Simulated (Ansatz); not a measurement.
Sheets of one type (ordered double-metal MXene-type), r²SCAN+D4 (plane waves, PAW; program Ansatz); HSE06 gaps on those cells.

```
layer      a (Å)  thickness (Å)
---------  -----  -------------
TiW2C2O2   2.926           7.58
HfMo2C2O2  2.996           7.71
HfW2C2O2       …              …
W2ZrC2O2   3.004           7.80
```

**Question.** What belongs in the gaps?

**Answer.** 
- HfW2C2O2, a (Å): 2.993
- HfW2C2O2, thickness (Å): 7.75

All cells were relaxed under the symmetry of their starts (and spin orders); stability against distortions was not tested throughout. Rows with no word on spin ran without spin polarisation. No Hubbard U is applied. Scalar-relativistic: spin–orbit coupling is off unless named, which matters more the heavier the elements. Constructed layers (a layer type filled with these elements): TiW2C2O2, ordered double-metal MXene-type layer; HfMo2C2O2, ordered double-metal MXene-type layer; HfW2C2O2, ordered double-metal MXene-type layer; W2ZrC2O2, ordered double-metal MXene-type layer.

Potentials: the later of the program's two PAW sets.
